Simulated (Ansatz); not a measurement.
Task: Name crystals whose computed values (LDA (plane waves, PAW; program Ansatz)) fall in these windows: gap (eV) 0.50 to 0.64; B₀ by P(V) fit (GPa) 17 to 24; electron conductivity mass (mₑ) 0.36 to 0.52.

Result: 

| crystal | gap (eV) | B₀ by P(V) fit (GPa) | electron conductivity mass (mₑ) |
|---|---|---|---|
| AsSe, P2_1/c (Pearson symbol mP32) | 0.60 | 21.3 | 0.45 |
Others may fit too.

Standing as an ambient phase not checked: AsSe, P2_1/c (Pearson symbol mP32). Weakly bound layers, chains or molecules computed without a dispersion correction, so cells and soft constants are ill determined: AsSe, P2_1/c (Pearson symbol mP32). The cell was relaxed under the symmetry of its start. Spin–orbit coupling is left out wherever it is not named.

Potentials: the later of the program's two PAW sets.
